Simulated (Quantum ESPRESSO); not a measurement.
## W4S6PCl (input and log of a self-consistent run)

A calculation, not a measurement. The program is pw.x of Quantum ESPRESSO 7.5 (plane-wave density functional theory). The cell is made up: 12 atoms on a layered 2H lattice, with randomly drawn elements, strain and displacements, not relaxed. PseudoDojo standard norm-conserving files (v0.5 for PBE, v0.4.1 for LDA and PBEsol) set the functional; there is no spin polarisation, spin-orbit coupling or dispersion term, and the masses in the input are unused placeholders.

Input:

```
&control calculation='scf', pseudo_dir='./dojo.nc.sr.pbe.v0_5.standard.upf', outdir='./o', disk_io='low', tprnfor=.true., tstress=.true. /
&system ibrav=0, nat=12, ntyp=4, nbnd=58, ecutwfc=74.01313486, nosym=.true., tot_charge=0,
 occupations='smearing', smearing='fd', degauss=0.0018374661
/
&electrons conv_thr=7.350e-09, electron_maxstep=60, /
ATOMIC_SPECIES
Cl 1.0 Cl.upf
P 1.0 P.upf
S 1.0 S.upf
W 1.0 W.upf
CELL_PARAMETERS angstrom
3.2692 0.0 0.0
0.0 5.6624 0.0
0.0 0.0 12.9533
ATOMIC_POSITIONS angstrom
W 0.0201 1.8769 3.1389
W 1.5994 0.9174 9.7227
W 1.6162 4.6927 3.3071
W -0.0672 3.7725 9.6983
S 0.0292 1.9055 8.1655
S 0.0779 1.9433 11.3112
S 1.609 0.7849 1.5314
S 1.7195 0.9579 4.8731
S 1.6712 4.5985 8.1614
S 1.6989 4.7566 11.2893
P 0.0016 3.8893 1.5852
Cl 0.053 3.7578 4.8442
K_POINTS automatic
7 4 2 1 1 1
```

The log is shortened where brackets say so; the opening notice, blank lines, dates and the lines on written files are dropped, and the path of the files is cut. It prints rydbergs, bohrs and kilobars, and counts compression as positive stress. With no partly filled state, the Fermi energy that it prints is only some level between the filled and the empty states on the mesh, and need not lie in the true gap.

```
     Program PWSCF v.7.5
     Parallel version (MPI & OpenMP), running on       4 processor cores
     Number of MPI processes:                 4
     Threads/MPI process:                     1
     [start-up lines left out]
     bravais-lattice index     =            0
     lattice parameter (alat)  =       6.1779  a.u.
     unit-cell volume          =    1618.1511 (a.u.)^3
     number of atoms/cell      =           12
     number of atomic types    =            4
     number of electrons       =       104.00
     number of Kohn-Sham states=           58
     kinetic-energy cutoff     =      74.0131  Ry
     charge density cutoff     =     296.0525  Ry
     scf convergence threshold =      7.3E-09
     mixing beta               =       0.7000
     number of iterations used =            8  plain     mixing
     Exchange-correlation= PBE
                           (   1   4   3   4   0   0   0)
     [axes and pseudopotential details left out]
   Cartesian axes
     site n.     atom                  positions (alat units)
         1        W      tau(   1) = (   0.0061483   0.5741160   0.9601432  )
         2        W      tau(   2) = (   0.4892328   0.2806191   2.9740303  )
         3        W      tau(   3) = (   0.4943717   1.4354276   1.0115931  )
         4        W      tau(   4) = (  -0.0205555   1.1539520   2.9665667  )
         5        S      tau(   5) = (   0.0089318   0.5828643   2.4977059  )
         6        S      tau(   6) = (   0.0238285   0.5944268   3.4599290  )
         7        S      tau(   7) = (   0.4921693   0.2400893   0.4684326  )
         8        S      tau(   8) = (   0.5259697   0.2930075   1.4906093  )
         9        S      tau(   9) = (   0.5111954   1.4066132   2.4964517  )
        10        S      tau(  10) = (   0.5196684   1.4549737   3.4532301  )
        11        P      tau(  11) = (   0.0004894   1.1896794   0.4848893  )
        12        Cl     tau(  12) = (   0.0162119   1.1494555   1.4817692  )
     number of k points=    28  Fermi-Dirac smearing, width (Ry)=  0.0018
                       cart. coord. in units 2pi/alat
        k(    1) = (   0.0714286   0.0721690   0.0630959), wk =   0.0714286
        k(    2) = (   0.0714286   0.0721690  -0.0630959), wk =   0.0714286
     [further k points left out]
     Dense  grid:   139009 G-vectors     FFT dimensions: (  36,  60, 135)
     Estimated max dynamical RAM per process >     361.66 MB
     Estimated total dynamical RAM >       1.31 GB
     Initial potential from superposition of free atoms
     starting charge     103.9976, renormalised to     104.0000
     Starting wfcs are   72 randomized atomic wfcs
     total cpu time spent up to now is        4.2 secs
     per-process dynamical memory:   265.0 Mb
     Self-consistent Calculation
     iteration #  1     ecut=    74.01 Ry     beta= 0.70
     Davidson diagonalization with overlap
     ethr =  1.00E-02,  avg # of iterations =  2.0
     Threshold (ethr) on eigenvalues was too large:
     Diagonalizing with lowered threshold
     Davidson diagonalization with overlap
     ethr =  6.03E-04,  avg # of iterations =  2.4
     total cpu time spent up to now is       20.1 secs
     total energy              =    -785.69372918 Ry
     estimated scf accuracy    <       0.64199903 Ry
     iteration #  2     ecut=    74.01 Ry     beta= 0.70
     Davidson diagonalization with overlap
     ethr =  6.17E-04,  avg # of iterations =  7.8
     total cpu time spent up to now is       32.7 secs
     total energy              =    -784.55704685 Ry
     estimated scf accuracy    <      12.47432457 Ry
     iteration #  3     ecut=    74.01 Ry     beta= 0.70
     Davidson diagonalization with overlap
     ethr =  6.17E-04,  avg # of iterations =  6.9
     total cpu time spent up to now is       44.5 secs
     total energy              =    -785.84621573 Ry
     estimated scf accuracy    <       1.29499212 Ry
     iteration #  4     ecut=    74.01 Ry     beta= 0.70
     Davidson diagonalization with overlap
     ethr =  6.17E-04,  avg # of iterations =  3.1
     total cpu time spent up to now is       52.5 secs
     total energy              =    -785.98963720 Ry
     estimated scf accuracy    <       0.21163471 Ry
     iteration #  5     ecut=    74.01 Ry     beta= 0.70
     Davidson diagonalization with overlap
     ethr =  2.03E-04,  avg # of iterations =  2.0
     total cpu time spent up to now is       60.0 secs
     total energy              =    -786.00921133 Ry
     estimated scf accuracy    <       0.05273252 Ry
     [iterations 6 to 14 left out]
     iteration # 15     ecut=    74.01 Ry     beta= 0.70
     Davidson diagonalization with overlap
     ethr =  2.75E-09,  avg # of iterations =  5.0
     total cpu time spent up to now is      147.5 secs
     total energy              =    -786.01880154 Ry
     estimated scf accuracy    <       0.00000096 Ry
     iteration # 16     ecut=    74.01 Ry     beta= 0.70
     Davidson diagonalization with overlap
     ethr =  9.19E-10,  avg # of iterations =  2.0
     total cpu time spent up to now is      155.1 secs
     total energy              =    -786.01880156 Ry
     estimated scf accuracy    <       0.00000042 Ry
     iteration # 17     ecut=    74.01 Ry     beta= 0.70
     Davidson diagonalization with overlap
     ethr =  4.01E-10,  avg # of iterations =  2.1
     total cpu time spent up to now is      163.5 secs
     total energy              =    -786.01880156 Ry
     estimated scf accuracy    <       0.00000023 Ry
     iteration # 18     ecut=    74.01 Ry     beta= 0.70
     Davidson diagonalization with overlap
     ethr =  2.18E-10,  avg # of iterations =  3.6
     total cpu time spent up to now is      172.5 secs
     total energy              =    -786.01880158 Ry
     estimated scf accuracy    <       0.00000003 Ry
     iteration # 19     ecut=    74.01 Ry     beta= 0.70
     Davidson diagonalization with overlap
     ethr =  2.64E-11,  avg # of iterations =  5.1
     total cpu time spent up to now is      182.9 secs
     End of self-consistent calculation
          k = 0.0714 0.0722 0.0631 ( 17428 PWs)   bands (ev):
   -64.9442 -64.8897 -64.8841 -64.6890 -29.2475 -29.2131 -29.0970 -29.0738
   -29.0542 -29.0181 -29.0156 -29.0153 -28.9515 -28.8844 -28.8309 -28.7032
    -8.1019  -5.0940  -3.9014  -3.6018  -3.3801  -3.1545  -3.0134  -0.1593
     2.6464   2.8132   3.2303   3.4079   4.1717   4.3403   4.5378   4.9571
     5.2260   5.8372   6.0015   6.3760   6.5782   6.6860   6.9720   6.9868
     7.1886   7.2649   7.3620   7.4275   7.5791   8.0847   8.2796   8.4906
     8.5817   9.0235   9.2643   9.8161  11.0111  11.2218  11.3172  11.6678
    11.7354  11.8169
     [levels at the other k points left out]
     the Fermi energy is    10.3291 ev
!    total energy              =    -786.01880158 Ry
     estimated scf accuracy    <          1.2E-09 Ry
     smearing contrib. (-TS)   =      -0.00000000 Ry
     internal energy E=F+TS    =    -786.01880158 Ry
     The total energy is F=E-TS. E is the sum of the following terms:
     one-electron contribution =    -376.20379079 Ry
     hartree contribution      =     223.78376241 Ry
     xc contribution           =    -182.88240502 Ry
     ewald contribution        =    -450.71636819 Ry
     convergence has been achieved in  19 iterations
     Forces acting on atoms (cartesian axes, Ry/au):
     atom    1 type  4   force =     0.00378006   -0.02017380    0.01585908
     atom    2 type  4   force =     0.05293966    0.02273647   -0.00393056
     atom    3 type  4   force =     0.03085174    0.03728028   -0.07076061
     atom    4 type  4   force =     0.09015300   -0.00745375    0.04741964
     atom    5 type  3   force =    -0.02432075   -0.02639095    0.01074904
     atom    6 type  3   force =    -0.03484222   -0.02219333   -0.03122457
     atom    7 type  3   force =     0.00836740    0.03041683    0.08096049
     atom    8 type  3   force =    -0.01774121    0.00952195   -0.07860199
     atom    9 type  3   force =    -0.04469206    0.04867971   -0.00830153
     atom   10 type  3   force =    -0.03919086   -0.01567457   -0.01510683
     atom   11 type  2   force =    -0.00550274   -0.03289985    0.04484428
     atom   12 type  1   force =    -0.01980202   -0.02384900    0.00809357
     Total force =     0.224950     Total SCF correction =     0.000137
     Computing stress (Cartesian axis) and pressure
          total   stress  (Ry/bohr**3)                   (kbar)     P=      -70.48
  -0.00051867  -0.00003476  -0.00008568          -76.30       -5.11      -12.60
  -0.00003476  -0.00051282  -0.00012372           -5.11      -75.44      -18.20
  -0.00008568  -0.00012372  -0.00040581          -12.60      -18.20      -59.70
     init_run     :      3.93s CPU      4.10s WALL (       1 calls)
     electrons    :    178.18s CPU    178.80s WALL (       1 calls)
     forces       :      2.07s CPU      2.09s WALL (       1 calls)
     stress       :      6.89s CPU      7.06s WALL (       1 calls)
     [timing details left out]
     PWSCF        :   3m11.17s CPU   3m12.24s WALL
     JOB DONE.
```

In other units: free energy -10694.331 eV for the cell, pressure -7.05 GPa, largest force component 2.318 eV/Å. A rerun of this cell at a cutoff of 1227 eV and k mesh 9 x 6 x 4 moved values by no more than 0.006 eV in energy, 0.03 GPa in stress and 0.003 eV/Å in force.